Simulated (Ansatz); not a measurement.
## Relaxation path: fcc Pt (110), 5 layers

DFT, PBEsol, PAW with Ansatz's default frozen-core files, scalar-relativistic (Ansatz 0.2.0); a Γ-centred 12×9×1 k mesh, Fermi–Dirac smearing of 0.1 eV, no spin polarisation. The run relaxes the atoms in the fixed cell.

Command: `ansatz run input.yaml --threads 2 --pin off --max-ram 4096MiB --backend cpu --events-out ev --progress --plain --runs-dir out` It took 54 s on 2 threads of Intel(R) Xeon(R) 6975P-C (Granite Rapids), on a shared host, peak memory 0.68 GiB.

```yaml
crystal:
  lattice:
    - [2.7716650196, 0.0, 0.0]
    - [0.0, 3.919726261, 0.0]
    - [0.0, 0.0, 21.5433]
  atoms:
    - { symbol: Pt, position: [0.0, 0.0, 0.3713444543] }
    - { symbol: Pt, position: [0.5, 0.5, 0.435672227] }
    - { symbol: Pt, position: [0.0, 0.0, 0.5] }
    - { symbol: Pt, position: [0.5, 0.5, 0.564327773] }
    - { symbol: Pt, position: [0.0, 0.0, 0.6286555457] }
kpoints:
  mp_grid: { grid: [12, 9, 1] }
scf:
  occupations: { method: fermi_dirac, width: 0.1 }
hamiltonian:
  xc: pbesol
  pseudopotentials: { kind: paw }
output:
  forces: true
  stress: true
  eigenvalues: true
relax:
  f_tol: 0.01
  max_steps: 40
efield:
  axis: 3
  amplitude: 0
  dipole_correction: true
```

Each step lists its free energy a cell above the last geometry, and Cartesian positions (Å) with forces (eV/Å).

The first step:

```
step 1  dF = 232.12 meV
  Pt 0.0000 0.0000 8.0000   0.0000 0.0000 1.0395
  Pt 1.3858 1.9599 9.3858   0.0000 0.0000 -1.0886
  Pt 0.0000 0.0000 10.7716   0.0000 0.0000 0.0000
  Pt 1.3858 1.9599 12.1575   0.0000 0.0000 1.0886
  Pt 0.0000 0.0000 13.5433   0.0000 0.0000 -1.0395
```

Spin–orbit coupling is left out, which matters for the heavy atoms. The PAW files were made under PBE.

**Question.** Where does the relaxation end, and by which steps?

**Answer.** After 5 geometries, with a shortest distance of 2.638 Å. The further steps:
```
step 2  dF = 36.98 meV
  Pt 0.0000 0.0000 8.1956   0.0000 0.0000 -0.6016
  Pt 1.3858 1.9599 9.2949   0.0000 0.0000 0.1540
  Pt 0.0000 0.0000 10.7716   0.0000 0.0000 0.0000
  Pt 1.3858 1.9599 12.2484   0.0000 0.0000 -0.1540
  Pt 0.0000 0.0000 13.3477   0.0000 0.0000 0.6016
step 3  dF = 2.50 meV
  Pt 0.0000 0.0000 8.1268   0.0000 0.0000 0.0190
  Pt 1.3858 1.9599 9.2823   0.0000 0.0000 0.1225
  Pt 0.0000 0.0000 10.7716   0.0000 0.0000 0.0000
  Pt 1.3858 1.9599 12.2610   0.0000 0.0000 -0.1225
  Pt 0.0000 0.0000 13.4165   0.0000 0.0000 -0.0190
step 4  dF = 0.03 meV
  Pt 0.0000 0.0000 8.1331   0.0000 0.0000 0.0041
  Pt 1.3858 1.9599 9.3034   0.0000 0.0000 -0.0153
  Pt 0.0000 0.0000 10.7716   0.0000 0.0000 0.0000
  Pt 1.3858 1.9599 12.2399   0.0000 0.0000 0.0153
  Pt 0.0000 0.0000 13.4102   0.0000 0.0000 -0.0041
step 5  dF = 0.00 meV
  Pt 0.0000 0.0000 8.1332   0.0000 0.0000 0.0003
  Pt 1.3858 1.9599 9.3014   0.0000 0.0000 -0.0004
  Pt 0.0000 0.0000 10.7716   0.0000 0.0000 0.0000
  Pt 1.3858 1.9599 12.2419   0.0000 0.0000 0.0004
  Pt 0.0000 0.0000 13.4101   0.0000 0.0000 -0.0003
```
